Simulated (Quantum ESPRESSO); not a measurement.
RuMo3Cu2W2, one run as intended and one with a planted mistake

Computed values, not a measurement. The program is pw.x of Quantum ESPRESSO 7.5 (plane-wave density functional theory). The cell is made up: eight metal atoms on a face-centred cubic lattice, with elements, volume, strain and displacements drawn at random and not relaxed, so it may be unstable or far from any real phase. PseudoDojo standard norm-conserving files set the functional (PBE unless stated); there is no spin polarisation or spin-orbit coupling, the Fermi-Dirac width of 0.25 eV means electrons at about 2900 K, and the masses in the input are unused placeholders. The copper pseudopotential is less sure than most, with forces differing by about three percent and pressure by about two GPa from a second method on plain copper. Heavy elements are run without spin-orbit coupling, which real alloys of them have. A spin test at this wide smearing found no moment, but such smearing suppresses magnetism that the real alloy may have.

Intended input:

```
&control calculation='scf', pseudo_dir='./dojo.nc.sr.pbe.v0_5.standard.upf', outdir='./o', disk_io='minimal', tprnfor=.true., tstress=.true. /
&system ibrav=0, nat=8, ntyp=4, nbnd=78, ecutwfc=92.02030273, nosym=.true., tot_charge=0,
 occupations='smearing', smearing='fd', degauss=0.0183746611
/
&electrons conv_thr=1.470e-08, electron_maxstep=70, mixing_beta=0.5 /
ATOMIC_SPECIES
Cu 1.0 Cu.upf
Mo 1.0 Mo.upf
Ru 1.0 Ru.upf
W 1.0 W.upf
CELL_PARAMETERS angstrom
1.9967 3.8262 1.9204
1.9527 -3.8483 2.0085
3.9351 0.066 -3.9145
ATOMIC_POSITIONS angstrom
Ru -0.0431 -0.0086 -0.0052
Mo 2.006 -0.0031 -1.9266
Cu 2.1035 -1.9068 -0.0165
W 3.9165 -1.8888 -1.9415
Cu 1.9483 1.9061 -0.0327
W 3.9622 2.0189 -2.0129
Mo 1.9131 0.0081 1.9677
Mo 3.9736 0.0187 0.0857
K_POINTS automatic
5 5 4 1 1 1
```

The log is shortened where brackets say so; the opening notice, blank lines, dates and the lines on written files are dropped, and the path of the files is cut. It prints rydbergs, bohrs and kilobars, and counts compression as positive stress. Its total energy is the free energy E - TS of the whole cell.

Log of the intended run:

```
     Program PWSCF v.7.5
     Parallel version (MPI & OpenMP), running on       4 processor cores
     Number of MPI processes:                 4
     Threads/MPI process:                     1
     [start-up lines left out]
     bravais-lattice index     =            0
     lattice parameter (alat)  =       8.9267  a.u.
     unit-cell volume          =     800.5598 (a.u.)^3
     number of atoms/cell      =            8
     number of atomic types    =            4
     number of electrons       =       124.00
     number of Kohn-Sham states=           78
     kinetic-energy cutoff     =      92.0203  Ry
     charge density cutoff     =     368.0812  Ry
     scf convergence threshold =      1.5E-08
     mixing beta               =       0.5000
     number of iterations used =            8  plain     mixing
     Exchange-correlation= PBE
                           (   1   4   3   4   0   0   0)
     [axes and pseudopotential details left out]
   Cartesian axes
     site n.     atom                  positions (alat units)
         1        Ru     tau(   1) = (  -0.0091240  -0.0018206  -0.0011008  )
         2        Mo     tau(   2) = (   0.4246556  -0.0006562  -0.4078472  )
         3        Cu     tau(   3) = (   0.4452956  -0.4036557  -0.0034929  )
         4        W      tau(   4) = (   0.8290945  -0.3998452  -0.4110014  )
         5        Cu     tau(   5) = (   0.4124409   0.4035075  -0.0069224  )
         6        W      tau(   6) = (   0.8387688   0.4273864  -0.4261163  )
         7        Mo     tau(   7) = (   0.4049893   0.0017147   0.4165477  )
         8        Mo     tau(   8) = (   0.8411821   0.0039587   0.0181421  )
     number of k points=    50  Fermi-Dirac smearing, width (Ry)=  0.0184
                       cart. coord. in units 2pi/alat
        k(    1) = (   0.1946383  -0.0006015   0.0448085), wk =   0.0400000
        k(    2) = (   0.3447103  -0.0031939  -0.1060612), wk =   0.0400000
     [further k points left out]
     Dense  grid:    95443 G-vectors     FFT dimensions: (  60,  60,  72)
     Estimated max dynamical RAM per process >     369.31 MB
     Estimated total dynamical RAM >       1.37 GB
     Initial potential from superposition of free atoms
     starting charge     123.9933, renormalised to     124.0000
     Starting wfcs are   80 randomized atomic wfcs
     total cpu time spent up to now is        8.6 secs
     per-process dynamical memory:   282.4 Mb
     Self-consistent Calculation
     iteration #  1     ecut=    92.02 Ry     beta= 0.50
     Davidson diagonalization with overlap
     ethr =  1.00E-02,  avg # of iterations =  4.4
     total cpu time spent up to now is       31.9 secs
     total energy              =   -1678.30583740 Ry
     estimated scf accuracy    <      11.34839628 Ry
     iteration #  2     ecut=    92.02 Ry     beta= 0.50
     Davidson diagonalization with overlap
     ethr =  9.15E-03,  avg # of iterations =  3.0
     total cpu time spent up to now is       57.7 secs
     total energy              =   -1682.39451334 Ry
     estimated scf accuracy    <      43.87759008 Ry
     [iterations 3 to 19 left out]
     iteration # 20     ecut=    92.02 Ry     beta= 0.50
     Davidson diagonalization with overlap
     ethr =  4.28E-11,  avg # of iterations =  2.0
     total cpu time spent up to now is      375.7 secs
     total energy              =   -1685.53507185 Ry
     estimated scf accuracy    <       0.00000007 Ry
     iteration # 21     ecut=    92.02 Ry     beta= 0.50
     Davidson diagonalization with overlap
     ethr =  4.28E-11,  avg # of iterations =  1.1
     total cpu time spent up to now is      388.3 secs
     End of self-consistent calculation
     [lines on levels left out]
!    total energy              =   -1685.53507184 Ry
     estimated scf accuracy    <          9.7E-09 Ry
     smearing contrib. (-TS)   =      -0.11626378 Ry
     internal energy E=F+TS    =   -1685.41880807 Ry
     The total energy is F=E-TS. E is the sum of the following terms:
     one-electron contribution =    -607.00820035 Ry
     hartree contribution      =     380.71967757 Ry
     xc contribution           =    -255.53957752 Ry
     ewald contribution        =   -1203.59070777 Ry
     convergence has been achieved in  21 iterations
     Forces acting on atoms (cartesian axes, Ry/au):
     atom    1 type  3   force =     0.02444910   -0.00155928   -0.01400412
     atom    2 type  2   force =    -0.02449886    0.00643778    0.03821041
     atom    3 type  1   force =    -0.03887648    0.00195918    0.03052722
     atom    4 type  4   force =     0.03248938    0.00090233   -0.02275009
     atom    5 type  1   force =     0.00572329    0.00447451    0.00423291
     atom    6 type  4   force =     0.00053025   -0.02576735   -0.00660842
     atom    7 type  2   force =     0.01612695    0.00409153   -0.02178691
     atom    8 type  2   force =    -0.01594364    0.00946130   -0.00782101
     Total force =     0.094096     Total SCF correction =     0.000423
     Computing stress (Cartesian axis) and pressure
          total   stress  (Ry/bohr**3)                   (kbar)     P=       42.60
   0.00022005  -0.00009884   0.00008936           32.37      -14.54       13.15
  -0.00009884   0.00033521   0.00016763          -14.54       49.31       24.66
   0.00008936   0.00016763   0.00031358           13.15       24.66       46.13
     init_run     :      6.62s CPU      6.90s WALL (       1 calls)
     electrons    :    372.67s CPU    379.72s WALL (       1 calls)
     forces       :      2.11s CPU      2.11s WALL (       1 calls)
     stress       :      7.26s CPU      7.28s WALL (       1 calls)
     [timing details left out]
     PWSCF        :   6m30.42s CPU   6m37.79s WALL
     JOB DONE.
```

A second run has one planted mistake: the files are those of another functional. The input lines that differ:

```
- &control calculation='scf', pseudo_dir='./dojo.nc.sr.pbe.v0_5.standard.upf', outdir='./o', disk_io='minimal', tprnfor=.true., tstress=.true. /
+ &control calculation='scf', pseudo_dir='./dojo.nc.sr.lda.v0_4_1.standard.upf', outdir='./o', disk_io='minimal', tprnfor=.true., tstress=.true. /
```

Its log:

```
     Program PWSCF v.7.5
     Parallel version (MPI & OpenMP), running on       4 processor cores
     Number of MPI processes:                 4
     Threads/MPI process:                     1
     [start-up lines left out]
     bravais-lattice index     =            0
     lattice parameter (alat)  =       8.9267  a.u.
     unit-cell volume          =     800.5598 (a.u.)^3
     number of atoms/cell      =            8
     number of atomic types    =            4
     number of electrons       =       124.00
     number of Kohn-Sham states=           78
     kinetic-energy cutoff     =      92.0203  Ry
     charge density cutoff     =     368.0812  Ry
     scf convergence threshold =      1.5E-08
     mixing beta               =       0.5000
     number of iterations used =            8  plain     mixing
     Exchange-correlation= SLA  PW   NOGX NOGC
                           (   1   4   0   0   0   0   0)
     [axes and pseudopotential details left out]
   Cartesian axes
     site n.     atom                  positions (alat units)
         1        Ru     tau(   1) = (  -0.0091240  -0.0018206  -0.0011008  )
         2        Mo     tau(   2) = (   0.4246556  -0.0006562  -0.4078472  )
         3        Cu     tau(   3) = (   0.4452956  -0.4036557  -0.0034929  )
         4        W      tau(   4) = (   0.8290945  -0.3998452  -0.4110014  )
         5        Cu     tau(   5) = (   0.4124409   0.4035075  -0.0069224  )
         6        W      tau(   6) = (   0.8387688   0.4273864  -0.4261163  )
         7        Mo     tau(   7) = (   0.4049893   0.0017147   0.4165477  )
         8        Mo     tau(   8) = (   0.8411821   0.0039587   0.0181421  )
     number of k points=    50  Fermi-Dirac smearing, width (Ry)=  0.0184
                       cart. coord. in units 2pi/alat
        k(    1) = (   0.1946383  -0.0006015   0.0448085), wk =   0.0400000
        k(    2) = (   0.3447103  -0.0031939  -0.1060612), wk =   0.0400000
     [further k points left out]
     Dense  grid:    95443 G-vectors     FFT dimensions: (  60,  60,  72)
     Estimated max dynamical RAM per process >     369.31 MB
     Estimated total dynamical RAM >       1.37 GB
     Initial potential from superposition of free atoms
     starting charge     123.9948, renormalised to     124.0000
     Starting wfcs are   80 randomized atomic wfcs
     total cpu time spent up to now is        5.9 secs
     per-process dynamical memory:   291.2 Mb
     Self-consistent Calculation
     iteration #  1     ecut=    92.02 Ry     beta= 0.50
     Davidson diagonalization with overlap
     ethr =  1.00E-02,  avg # of iterations =  4.3
     total cpu time spent up to now is       21.3 secs
     total energy              =   -1678.92446394 Ry
     estimated scf accuracy    <      10.92700529 Ry
     iteration #  2     ecut=    92.02 Ry     beta= 0.50
     Davidson diagonalization with overlap
     ethr =  8.81E-03,  avg # of iterations =  3.0
     total cpu time spent up to now is       36.3 secs
     total energy              =   -1682.70771103 Ry
     estimated scf accuracy    <      42.95828631 Ry
     [iterations 3 to 18 left out]
     iteration # 19     ecut=    92.02 Ry     beta= 0.50
     Davidson diagonalization with overlap
     ethr =  1.34E-11,  avg # of iterations =  2.3
     total cpu time spent up to now is      275.3 secs
     total energy              =   -1685.86709391 Ry
     estimated scf accuracy    <       0.00000007 Ry
     iteration # 20     ecut=    92.02 Ry     beta= 0.50
     Davidson diagonalization with overlap
     ethr =  1.34E-11,  avg # of iterations =  2.0
     total cpu time spent up to now is      291.2 secs
     End of self-consistent calculation
     [lines on levels left out]
!    total energy              =   -1685.86709391 Ry
     estimated scf accuracy    <          3.1E-09 Ry
     smearing contrib. (-TS)   =      -0.11671095 Ry
     internal energy E=F+TS    =   -1685.75038296 Ry
     The total energy is F=E-TS. E is the sum of the following terms:
     one-electron contribution =    -608.80831594 Ry
     hartree contribution      =     380.06116495 Ry
     xc contribution           =    -253.41252420 Ry
     ewald contribution        =   -1203.59070777 Ry
     convergence has been achieved in  20 iterations
     Forces acting on atoms (cartesian axes, Ry/au):
     atom    1 type  3   force =     0.01762220   -0.00123081   -0.00868232
     atom    2 type  2   force =    -0.02108512    0.00512434    0.03368086
     atom    3 type  1   force =    -0.03275633    0.00174908    0.02692748
     atom    4 type  4   force =     0.02950816    0.00051264   -0.02131306
     atom    5 type  1   force =     0.00359346    0.00426037    0.00335780
     atom    6 type  4   force =     0.00257106   -0.02223148   -0.00844412
     atom    7 type  2   force =     0.01142558    0.00413084   -0.01653141
     atom    8 type  2   force =    -0.01087901    0.00768502   -0.00899523
     Total force =     0.080080     Total SCF correction =     0.000256
     Computing stress (Cartesian axis) and pressure
          total   stress  (Ry/bohr**3)                   (kbar)     P=      -94.98
  -0.00071786  -0.00009103   0.00009200         -105.60      -13.39       13.53
  -0.00009103  -0.00059575   0.00014935          -13.39      -87.64       21.97
   0.00009200   0.00014935  -0.00062341           13.53       21.97      -91.71
     init_run     :      5.58s CPU      5.81s WALL (       1 calls)
     electrons    :    278.86s CPU    285.35s WALL (       1 calls)
     forces       :      2.94s CPU      2.94s WALL (       1 calls)
     stress       :     10.40s CPU     10.40s WALL (       1 calls)
     [timing details left out]
     PWSCF        :   4m57.86s CPU   5m 4.68s WALL
     JOB DONE.
```

```
                                            intended run  run with the mistake
                          free energy (eV)    -22932.873            -22937.390
         entropy term -TS, part of it (eV)        -1.582                -1.588
                            pressure (GPa)          4.26                 -9.50
size of the largest force component (eV/Å)         1.000                 0.866
largest change of a force component (eV/Å)                               0.176
                                iterations            21                    20
```

For scale, a rerun of the intended cell at a higher cutoff and on a denser mesh moved values by no more than 0.006 eV in energy, 0.10 GPa in stress and 0.020 eV/Å in force, and a second program with other atomic files agreed on that cell to 2 % rms in force and 0.5 GPa in pressure. Files of another functional or element have another zero of energy, so the energy change says nothing on stability.